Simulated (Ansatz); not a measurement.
SrO (rock salt, space group No. 225), LDA (plane waves, PAW; program Ansatz). The conduction-band minimum lies at X, with 3 equivalent valleys. Second derivatives d²E/dk² of the lowest band at one valley (eV·Å²), along Cartesian directions:

```tsv
direction	d²E/dk²
[100]	6.349
[010]	20.14
[001]	20.14
[110]	13.24
[101]	13.24
[011]	20.14
```

Find the principal effective masses, the density-of-states mass and the conductivity mass.

Off-diagonal terms follow from H_xy = H[110] − (H_xx + H_yy)/2, and m*/mₑ = 7.620 eV·Å² over each eigenvalue: 0.38, 0.38, 1.2. One valley's DOS mass (m₁m₂m₃)^(1/3) = 0.56, conductivity mass 3/(Σ 1/mᵢ) = 0.49 mₑ.

What effective density of states Nc follows at 300 K for parabolic valleys?

Nc = 2.509e19 × 3 × (0.56)^(3/2) ≈ 3.2e19 cm⁻³.

With the computed static dielectric constant 18.6 (mean of the diagonal), estimate a hydrogenic donor's binding energy and radius.

E = 13.606 eV × 0.49/18.6² ≈ 19 meV; a = 0.529 Å × ε/m* ≈ 20 Å. Semilocal masses tend to be too small where the gap is.

With ε∞ = 3.87 and ω_LO = 473 cm⁻¹, what Fröhlich coupling constant follows?

α = (1/ε∞ − 1/ε0) √(m* × 13.606 eV/ħω_LO) = 2.2.

Space group Fm-3m (rock salt). The LDA relaxation kept the symmetry of its start; phonons on a q-mesh show no instability. Scalar-relativistic: spin–orbit coupling is off unless named, which matters more the heavier the elements.

Potentials: the earlier of the program's two PAW sets.
